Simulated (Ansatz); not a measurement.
A geometry of CsSnI3 away from equilibrium: step 4 of the relaxation of a relaxed CsSnI3 cell, doubled along one cell vector, shaken by Gaussian noise of σ = 0.08 Å a coordinate. Computed with PBE (plane waves to 420 eV, PAW, scalar-relativistic; Ansatz, a program for electronic structure). Γ-centred k-mesh 5×3×2 on the run's cell (coarser than for final values), Fermi–Dirac smearing 0.05 eV.

```yaml
crystal:
  lattice:
    - [4.76609, 0.00193, 0.00664]
    - [0.00387, 9.61146, -0.00431]
    - [0.01683, -0.00545, 12.02694]
  atoms:
    - { symbol: Cs, position: [0.50773, 0.24457, 0.49350] }
    - { symbol: Cs, position: [0.50494, 0.73924, 0.49985] }
    - { symbol: I, position: [0.53546, 0.24998, 0.15152] }
    - { symbol: I, position: [0.54559, 0.72168, 0.15226] }
    - { symbol: I, position: [0.51234, 0.23582, 0.84850] }
    - { symbol: I, position: [0.54763, 0.73565, 0.84961] }
    - { symbol: I, position: [0.99275, 0.99106, 0.51186] }
    - { symbol: I, position: [0.01970, 0.48904, 0.49364] }
    - { symbol: Sn, position: [0.96124, 0.06643, 0.99043] }
    - { symbol: Sn, position: [0.95912, 0.54986, 0.00922] }
```

Task: Predict the force on each atom, in eV/Å.

Result: 
| atom | Fx | Fy | Fz |
|---|---|---|---|
| Cs1 | 0.02 | -0.27 | -0.07 |
| Cs2 | 0.04 | 0.07 | 0.01 |
| I3 | 0.39 | -0.41 | -0.07 |
| I4 | 0.22 | -0.45 | 0.15 |
| I5 | 0.17 | -0.54 | -0.07 |
| I6 | 0.37 | -0.40 | 0.03 |
| I7 | 0.30 | 0.04 | 0.14 |
| I8 | -0.33 | 0.13 | -0.03 |
| Sn9 | -0.56 | 0.91 | -0.07 |
| Sn10 | -0.63 | 0.93 | -0.01 |

Task: What is the pressure?

Result: +0.5 GPa, compression positive.

Task: How far above the relaxed end point is this geometry?

Result: 0.35 eV/atom; the path ends in P1 (No. 1) at a tolerance of 0.01 Å, P2₁ (No. 4) at 0.1 Å.

No spin polarisation in the result.

The end of the path is a generated cell of CsSnI3: the first start was made by a random draw of sites in a space group, and the end was not matched to a known phase here, so it may be hypothetical. Known forms of CsSnI3 include space group No. 62, 221.
